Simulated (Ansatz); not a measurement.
## Phonon dispersion of Ga$_{5}$Mo

Computed with DFT PBE, scalar-relativistic, plane waves, PAW in Ansatz 0.2.0. Plane waves to 420 eV; Γ-centred k mesh 10×10×4; Gaussian smearing of 0.10 eV. No spin polarisation. Phonons by linear response, acoustic sum rule imposed.

Equilibrium structure at this level:
```xyz
6
Lattice="3.5075 0.0000 0.0000 0.0000 3.5075 0.0000 0.0000 0.0000 8.0385" Properties=species:S:1:pos:R:3 pbc="T T T"
Ga    1.7537    1.7537    1.2716
Ga    0.0000    0.0000    2.6522
Ga    1.7537    1.7537    6.7669
Ga    0.0000    0.0000    5.3862
Ga    1.7537    1.7537    4.0192
Mo    0.0000    0.0000    0.0000
```

The structure comes from a proposed guess, relaxed at this level; another structure or a mixture of phases may lie lower. In a metal, frequencies and elastic constants depend on the k mesh and the smearing, soft modes and shear constants most. The q mesh is coarse, so values between its points are rough.

Force constants from linear response on a 2×2×1 q mesh.

Path: Γ–X–M–Γ–Z–R–A–Z | X–R | M–A. Only the points of the 2×2×1 mesh were computed; the rest is interpolation, which is rough on so few points. On the mesh no mode is imaginary. Distance along the path (Å⁻¹), then the branches (cm⁻¹, negative for imaginary):
```
0.000  0 0 0 72 72 88 88 120 136 136 143 143 174 178 178 189 198 224
0.224  30 30 46 72 73 90 92 121 133 134 140 141 175 178 178 192 199 225
0.448  57 58 71 75 79 94 106 120 125 131 132 137 165 176 185 198 201 229
0.672  66 78 79 84 87 100 113 120 122 124 136 137 150 170 192 202 204 232
0.896  67 82 87 89 97 98 103 116 126 128 136 137 154 160 194 203 206 234
1.120  66 78 80 88 100 104 106 122 127 131 138 141 160 168 193 200 204 232
1.343  67 70 78 81 96 113 118 123 138 142 146 153 174 182 188 191 198 227
1.567  59 63 79 86 93 119 127 128 146 147 162 165 181 182 183 192 193 223
1.791  56 56 88 88 88 122 130 130 150 150 172 172 174 175 182 196 196 220
2.108  53 74 76 82 95 116 124 124 142 148 154 166 178 181 185 191 193 224
2.425  44 68 73 88 98 108 110 113 135 138 144 149 154 185 188 195 196 227
2.741  28 42 71 71 74 94 95 121 125 133 138 146 169 180 181 193 199 226
3.058  0 0 0 72 72 88 88 120 136 136 143 143 174 178 178 189 198 224
3.156  11 11 28 69 69 91 91 122 133 133 145 145 169 178 178 183 204 225
3.253  22 22 54 62 62 97 97 125 128 128 148 148 156 175 178 178 212 226
3.351  32 32 54 54 79 102 102 123 123 123 146 150 150 168 177 177 218 228
3.449  39 39 48 48 94 105 105 114 121 121 145 151 151 164 177 177 219 228
3.673  48 51 53 55 102 105 105 117 118 120 143 148 155 161 174 181 220 230
3.897  60 65 66 75 106 106 108 109 120 137 139 142 156 160 164 186 220 234
4.121  72 76 81 83 95 101 113 115 127 130 147 148 150 161 161 186 221 239
4.345  79 83 84 85 88 100 117 118 127 133 137 145 152 160 174 182 221 241
4.569  74 76 82 86 97 103 118 121 134 135 142 149 153 161 176 182 218 239
4.792  61 62 88 90 110 115 124 124 135 143 150 152 160 166 184 184 209 234
5.016  51 51 93 94 110 129 132 132 138 144 150 153 172 173 190 191 199 229
5.240  47 47 95 95 108 136 136 138 140 140 148 153 176 176 194 194 194 227
5.557  47 60 89 93 109 125 128 130 136 144 150 156 166 172 183 192 202 230
5.874  46 72 80 88 95 113 121 125 127 140 143 151 156 163 168 186 214 233
6.190  48 52 62 68 101 108 111 113 119 125 138 152 154 157 176 180 219 231
6.507  39 39 48 48 94 105 105 114 121 121 145 151 151 164 177 177 219 228
6.556  67 82 87 89 97 99 102 116 127 128 136 137 154 160 194 200 208 234
6.654  70 81 85 89 98 98 104 116 128 131 136 137 154 160 189 193 214 236
6.751  75 80 84 88 93 99 111 117 127 135 137 138 153 160 181 187 218 239
6.849  79 81 83 88 88 100 116 118 127 133 137 144 152 160 175 183 221 240
6.898  56 56 88 88 88 122 130 130 150 150 172 172 174 175 182 196 196 220
6.995  54 54 89 89 90 123 130 130 149 149 170 171 173 173 185 196 196 222
7.093  51 51 92 92 96 127 132 132 146 146 162 164 174 174 190 195 195 224
7.191  48 48 94 94 104 133 134 134 142 142 154 156 176 176 193 195 195 226
7.288  47 47 95 95 108 136 136 138 140 140 148 153 176 176 194 194 194 227
```
